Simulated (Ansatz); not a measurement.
The calculation used DFT PBE, scalar-relativistic, plane waves, PAW (Ansatz). Settings: cutoff 420 eV, Γ-centred meshes spaced at most about 0.3 Å⁻¹, and about 0.25 Å⁻¹ or finer for metals (2π included), Gaussian smearing. No spin polarisation in the final relaxations.

Temperature and zero-point effects are left out.

Two relaxed structures of YLu2F3:

1.

```
CELL_PARAMETERS angstrom
3.50267 0.00000 0.00000
0.00000 3.50267 0.00000
0.00000 0.00000 9.57942
ATOMIC_POSITIONS crystal
Y 0.00000 0.00000 0.50000
Lu 0.00000 0.50000 0.16730
Lu 0.50000 0.00000 0.83270
F 0.50000 0.50000 0.00000
F 0.00000 0.00000 0.00000
F 0.50000 0.50000 0.50000
```

2.

```
CELL_PARAMETERS angstrom
7.32613 0.00000 0.00000
-3.66307 6.34462 0.00000
0.00000 0.00000 7.10643
ATOMIC_POSITIONS crystal
Y 0.00000 0.00000 0.00000
Lu 0.66667 0.33333 0.00000
Lu 0.66667 0.33333 0.50000
F 0.83285 0.16715 0.00000
F 0.83285 0.66569 0.00000
F 0.33431 0.16715 0.00000
```

Question: Which form is favoured at zero pressure, and by what margin per atom?

Answer: Cell 1 is lower, by 0.47 eV/atom. Cell 1 has space group P-4m2 (No. 115), 19.6 Å³/atom and no gap on its mesh; cell 2 has space group P-6m2 (No. 187), 55.1 Å³/atom and no gap. Counting F atoms around Lu and Y (those within 1.25 times the shortest such distance or 1.15 times the sum of covalent radii, 1.27 where that leaves under three; the shortest distance is added where it exceeds 1.18 times the sum of covalent radii; a slash parts the counts of unlike sites), cell 1 has Y 4, Lu 4 and cell 2 has Y 3, Lu 3/6 from 4.1 Å. The denser one is the lower, and pressure would at first widen the difference. Both come from invented guesses. A third cell relaxed alike, in R-3m, lies 17 meV/atom below the lower of the two.

Cells relaxed within their symmetry can be saddle points.
